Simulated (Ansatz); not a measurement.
The geometry is COD entry 1538828, unchecked; take it as a test cell. The listed cell was then made from it by scaling, straining or moving an atom.

La3In: DFT, PBEsol, all-electron PAW with datasets made for the crystal, scalar-relativistic (Ansatz 0.2.0). What sets it apart from a plain run of this crystal: volume scaled by 1.02.

Command: `ansatz run input.yaml --threads 1 --pin off --max-ram 4096MiB --backend cpu --events-out ev --progress --plain --runs-dir out` The run took 14 s on 1 thread of Intel(R) Xeon(R) 6975P-C (Granite Rapids), on a shared host, peak memory 0.73 GiB.

```yaml
crystal:
  lattice:
    - [5.1190791272, 0.0, 0.0]
    - [0.0, 5.1190791272, 0.0]
    - [0.0, 0.0, 5.1190791272]
  atoms:
    - { symbol: La, position: [0.0, 0.5, 0.5] }
    - { symbol: La, position: [0.5, 0.0, 0.5] }
    - { symbol: La, position: [0.5, 0.5, 0.0] }
    - { symbol: In, position: [0.0, 0.0, 0.0] }
kpoints:
  mp_grid: { grid: [7, 7, 7] }
scf:
  occupations: { method: fermi_dirac, width: 0.05 }
hamiltonian:
  xc: pbesol
  pseudopotentials: { kind: all_electron, datasets: crystal }
output:
  forces: true
  stress: true
  eigenvalues: true
  efg: { contact_densities: true }
```

Output (standing set-up lines are left out):

```
Crystal: 4 atoms, lattice volume = 134.145 Å³
Basis set: ecut = 260 eV, 1309 PW (Γ), exchange–correlation on 54×54×54 points (8 copies of the dense FFT grid, shifted against one another)
iter 1 solved again at ethr=1.74e-3 eV; its pass at ethr=1.00e-1 eV (dr2=8.01e-1 eV) is discarded
SCF iter   1: F=—  HF=-853033.229853 eV  |F-HF|=—  |Δ(HF+E_count)|=         —  Δρ=1.54e-2  dr2=8.21e-1  ethr=1.74e-3  ⟨swp⟩=3.0  Hψ=7195  notcnv=0
preconditioner: auto → Kerker (q_TF=auto, 2.283 Å⁻¹)  [metal: Δε(μ)=0.024 eV  Ē_g=14.050 eV  σ=0.050 eV  W_gap=0.12  n_scr=26 (ndim 8)  ℏωp=20.3 eV  f_vac=0.000  D(μ)=6.43/eV (n_scr^D=56)]
SCF iter   2: F=—  HF=-853033.076984 eV  |F-HF|=—  |Δ(HF+E_count)|=   1.53e-1  Δρ=9.25e-3  dr2=2.65e-1  ethr=1.74e-3  ⟨swp⟩=2.1  Hψ=2356  notcnv=0
iter 3 solved again at ethr=4.68e-5 eV; its pass at ethr=5.76e-4 eV (dr2=2.15e-2 eV) is discarded
SCF iter   3: F=—  HF=-853033.004255 eV  |F-HF|=—  |Δ(HF+E_count)|=   7.27e-2  Δρ=2.84e-3  dr2=2.16e-2  ethr=4.68e-5  ⟨swp⟩=2.5  Hψ=4823  notcnv=0  defer=7
SCF iter   4: F=—  HF=-853032.998039 eV  |F-HF|=—  |Δ(HF+E_count)|=   6.22e-3  Δρ=1.06e-3  dr2=2.55e-3  ethr=4.68e-5  ⟨swp⟩=3.3  Hψ=1854  notcnv=0  defer=7
SCF iter   5: F=—  HF=-853032.998381 eV  |F-HF|=—  |Δ(HF+E_count)|=   3.42e-4  Δρ=2.62e-4  dr2=1.66e-4  ethr=5.54e-6  ⟨swp⟩=3.2  Hψ=2674  notcnv=0  defer=6
SCF iter   6: F=—  HF=-853032.998325 eV  |F-HF|=—  |Δ(HF+E_count)|=   5.54e-5  Δρ=1.15e-4  dr2=2.32e-5  ethr=3.60e-7  ⟨swp⟩=3.2  Hψ=1933  notcnv=0  defer=4
SCF iter   7: F=—  HF=-853032.998324 eV  |F-HF|=—  |Δ(HF+E_count)|=   9.66e-7  Δρ=3.12e-5  dr2=2.09e-6  ethr=5.04e-8  ⟨swp⟩=3.1  Hψ=1848  notcnv=0  defer=4
SCF iter   8: F=—  HF=-853032.998324 eV  |F-HF|=—  |Δ(HF+E_count)|=   3.33e-7  Δρ=1.31e-5  dr2=3.64e-7  ethr=4.54e-9  ⟨swp⟩=3.4  Hψ=1842  notcnv=0  defer=4
SCF iter   9: F=-853032.998324 eV  HF=-853032.998324 eV  |F-HF|=7.80e-9  |Δ(HF+E_count)|=   4.30e-8  Δρ=3.43e-6  dr2=2.04e-8  ethr=7.91e-10  ⟨swp⟩=3.1  Hψ=1816  notcnv=0  defer=4
SCF 1 converged in 9 iterations: F = -853032.998324 eV  dr2 = 2.04e-8
  Residual-converged pass: ⟨swp⟩=4.2  Hψ=2540  notcnv=0  max |occ|·‖R‖ = 6.3e-6 eV (tolerance 6.7e-6 eV)  dr2=1.97e-8  dr2_onsite=9.99e-9  max |Δocc| = 2.1e-9
  greatest PAW one-centre occupation: 0.979 electrons in one spin orbital (limit 2), on the In atom at site 3 (counted from 0), in its partial waves of l = 2
SCF converged after 9 iterations
Free energy (F): -853032.998324 eV
Harris-Foulkes:  -853032.998324 eV  (|F-HF|=7.80e-9)
Internal energy: -853032.950097 eV  (E = F + TS)
E sigma→0 (E₀):  -853032.974211 eV
Entropy (-TS):   -0.048227 eV (-12.057 meV/atom)
Past the cutoff: the bands carry plane waves up to 1.75 times it, of which those up to 1.5 times it add -0.000182 eV an atom, each by itself; the spheres take 0.000203 eV an atom off the energy for waves past 1.75 times it
By the cutoff:   a pressure is off by up to 0.005 GPa (1.2 times the spheres' own share and the shells' term, over an atom's volume, and 0.004 GPa: a bound that held against runs at twice the plane waves)
Past the cutoffs: a stress includes 0.0004 GPa for waves and charges beyond them, in addition to the slope of what the spheres take
In the spheres:  the bands' charges fall short by 3.5e-6 e at most (sound up to 1e-3)
Fermi energy:    14.058833 eV
--- Per-component energies (eV) ---
  The terms above E_closure are by the made datasets' own strengths, without shells solved beside the bands.
--- Forces (eV/Å), atoms counted from 1 ---
  atom   1  La     0.00000000     0.00000000    -0.00000000
  atom   2  La     0.00000000    -0.00000000     0.00000000
  atom   3  La     0.00000000    -0.00000000     0.00000000
  atom   4  In     0.00000000     0.00000000    -0.00000000
  max |Σ_I F_I| component: 3.26e-29 eV/Å
--- Stress (GPa, compression-positive) ---
       -3.257501       0.000000       0.000000
        0.000000      -3.257501       0.000000
       -0.000000       0.000000      -3.257501
  P = ⅓ Tr σ = -3.2575 GPa (-32.575 kbar)
--- PAW observables at the nuclei: V_zz in 10²¹ V/m², potentials from the cell's mean, atoms counted from 1 ---
  atom   1  La V_zz =   +12.153223   η = 0.0000   by run symmetry: allowed
            electrostatic potential = -9874.070592 V   contact ρ = 2243604.944656 e/Å³
  atom   2  La V_zz =   +12.153223   η = 0.0000   by run symmetry: allowed
            electrostatic potential = -9874.070591 V   contact ρ = 2243604.944646 e/Å³
  atom   3  La V_zz =   +12.153223   η = 0.0000   by run symmetry: allowed
            electrostatic potential = -9874.070591 V   contact ρ = 2243604.944653 e/Å³
  atom   4  In V_zz =    -0.000000   η = 0.0000   by run symmetry: forbidden
            electrostatic potential = -7939.607670 V   contact ρ = 1131309.785794 e/Å³
--- Band table (eV; the first three rows and the last of 20) ---
  k-point 0: bands = ["-18.8036", "-18.5166", "-18.5166", "-2.9903", "-2.9903", "-2.9903", "-2.1929", "-2.1929", "-2.1929", "-1.7829", "-1.7829", "-1.7829", "0.3837", "0.3837", "0.3837", "0.3938", "0.3938", "8.2752", "11.4805", "13.1984", "13.1984", "13.2486", "13.2486", "13.2486", "14.8401", "14.8401", "14.8401", "15.4498", "15.7957", "15.7957", "15.7957", "15.8463", "15.8463", "15.8463", "16.0210", "16.0210", "16.0210", "16.1737", "16.1737", "16.1737", "16.2451", "16.2451", "16.2944", "16.2944", "16.2944", "16.8612", "16.8612", "16.8612", "17.0965", "17.0965", "17.0965", "17.6351", "19.0883", "19.0883", "20.5790"]
  k-point 1: bands = ["-18.7912", "-18.5294", "-18.5164", "-2.9595", "-2.9595", "-2.9434", "-2.2089", "-2.2089", "-2.2035", "-1.8588", "-1.8090", "-1.8090", "0.3838", "0.3895", "0.3895", "0.3956", "0.3985", "8.4219", "11.6627", "13.0011", "13.2944", "13.3061", "13.3061", "13.3875", "14.7180", "14.7860", "14.7860", "15.3948", "15.7351", "15.7993", "15.7993", "15.8407", "15.8426", "15.8426", "15.9989", "16.0097", "16.0097", "16.1692", "16.1732", "16.1732", "16.2368", "16.2447", "16.2532", "16.2532", "16.2893", "16.6023", "16.6023", "16.6496", "17.0311", "17.6963", "17.6963", "18.2176", "18.7982", "19.0882", "20.1459"]
  k-point 2: bands = ["-18.7578", "-18.5640", "-18.5159", "-2.8793", "-2.8793", "-2.8065", "-2.2582", "-2.2582", "-2.2271", "-2.0594", "-1.8654", "-1.8654", "0.3841", "0.3999", "0.4025", "0.4025", "0.4088", "8.8073", "12.0838", "12.4447", "13.3774", "13.3774", "13.4104", "13.9047", "14.8138", "14.8310", "14.8310", "15.2476", "15.5315", "15.7609", "15.7609", "15.7990", "15.8600", "15.8600", "15.9172", "15.9879", "15.9879", "16.1458", "16.1662", "16.1662", "16.1798", "16.1798", "16.2180", "16.2439", "16.3086", "16.5571", "16.5571", "16.5642", "16.9081", "17.9812", "18.1548", "18.1548", "18.5862", "18.7883", "19.4460"]
  k-point 19: bands = ["-18.6202", "-18.6058", "-18.6058", "-3.3851", "-2.8655", "-2.8566", "-2.8566", "-1.8746", "-1.8746", "-1.8021", "-1.8000", "-1.8000", "0.3872", "0.3879", "0.3879", "0.4079", "0.4079", "8.8795", "12.7954", "13.0724", "13.0724", "14.0235", "14.2108", "14.2108", "15.2156", "15.2244", "15.2244", "15.4977", "15.5161", "15.6833", "15.6833", "15.7560", "15.7560", "15.8703", "15.8879", "15.8879", "16.1522", "16.1522", "16.1773", "16.2326", "16.2326", "16.2817", "16.3081", "16.3081", "16.3140", "16.3400", "16.3400", "16.4870", "16.7256", "16.9317", "16.9317", "17.5448", "17.9468", "17.9468", "17.9526"]
```
